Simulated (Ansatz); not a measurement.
Relaxed Mg (hcp, Mg type):

```yaml
crystal:
  lattice:
    - [6.37233, 0.00000, 0.00000]
    - [-1.59308, 2.75930, 0.00000]
    - [0.00000, 0.00000, 5.22349]
  atoms:
    - { symbol: Mg, position: [0.16667, 0.66667, 0.75000] }
    - { symbol: Mg, position: [0.66667, 0.66667, 0.75000] }
    - { symbol: Mg, position: [0.33333, 0.33333, 0.25000] }
    - { symbol: Mg, position: [0.83333, 0.33333, 0.25000] }
```

The atoms are displaced by Q × the pattern below (from a DFPT mode at M = (0.5, 0.0, 0.0), largest move 1; Q in Å), at fixed cell. It is one choice among 2 degenerate patterns. (q is in reciprocal vectors of the primitive cell; the cell shown is doubled to hold the pattern.)

```json
[
 {"atom": "Mg1", "x": "0.000", "y": "0.000", "z": "-1.000"},
 {"atom": "Mg2", "x": "0.000", "y": "0.000", "z": "1.000"},
 {"atom": "Mg3", "x": "0.000", "y": "0.000", "z": "-1.000"},
 {"atom": "Mg4", "x": "0.000", "y": "0.000", "z": "1.000"}
]
```

These are PBE (plane waves to 420 eV, PAW, scalar-relativistic; Ansatz, a first-principles code) values and carry that method's errors. k mesh 17×17×9 (Γ-centred), Fermi-Dirac smearing 0.05 eV. The energy includes the smearing's −TS. With partly filled bands, energies and forces of such displacements shift with the k mesh and the smearing. Mg was relaxed with its symmetry unable to fall. The PAW data are Ansatz's earlier set. ΔE is measured from the undisplaced structure.

```tsv
Q (Å)	ΔE (eV/cell)
-0.280	0.270
-0.187	0.109
-0.093	0.026
0.000	0.000
0.093	0.026
0.187	0.109
0.280	0.270
```

**Question.** Which DFPT wavenumber at M = (0.5, 0.0, 0.0) belongs to this mode?
A. 182 cm⁻¹
B. 126 cm⁻¹
C. 227 cm⁻¹

**Answer.** B, 126 cm⁻¹. The curvature of the scan gives 127 cm⁻¹

(For displaced atoms, the force is minus the slope of the energy, and its curvature is a force constant, which sets phonon frequencies.)
